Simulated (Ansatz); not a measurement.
Sr₂CrO₄ (I4/mmm): electronic heat capacity from the density of states

Computed with DFT PBEsol, scalar-relativistic, plane waves, PAW in Ansatz.

Cutoff 420 eV; k points 14×14×14 on the computed 7-atom cell (Γ-centred); Gaussian smearing, width 0.10 eV; collinear spin from starting moments 0 0 1.61 0 0 0 0 μB.

Relaxed cell: I4/mmm, a = 3.751 Å, b = 3.751 Å, c = 12.522 Å, α = 90.00°, β = 90.00°, γ = 90.00°, 7 atoms in the primitive cell. Whether it is the stable form of this composition wasn't checked.

The density of states at the Fermi level is 2.552 states/eV in the cell of 7 atoms (1 formula unit; both spins, tetrahedra on a 21×21×21 mesh). The run ends with a moment of 1.93 μB a cell (largest on a site 1.46 μB), and the figure is for this state; a paramagnetic sample can have a quite different one. Another magnetic order, if the compound takes it, can change N(E_F) and the shape of the cell a good deal, and may open a gap, where γ is close to zero.

**Question.** What Sommerfeld coefficient does this give?

**Answer.** Per formula unit N(E_F) = 2.552 states/eV. γ = (π²/3) k_B² N(E_F) N_A = 2.357 mJ/(mol K²) per state/eV, so γ = 6.0 mJ/(mol K²), a mole of formula units. This is the bare band result: a measured γ of the same phase and magnetic order is as a rule larger by a factor 1 + λ from phonons and spin fluctuations. N(E_F) at one energy is sensitive to the mesh where the density of states has sharp peaks.

The cell holds one magnetic atom, so it can only be ferromagnetic; an antiferromagnetic order may lie lower.

Only this magnetic start was tried.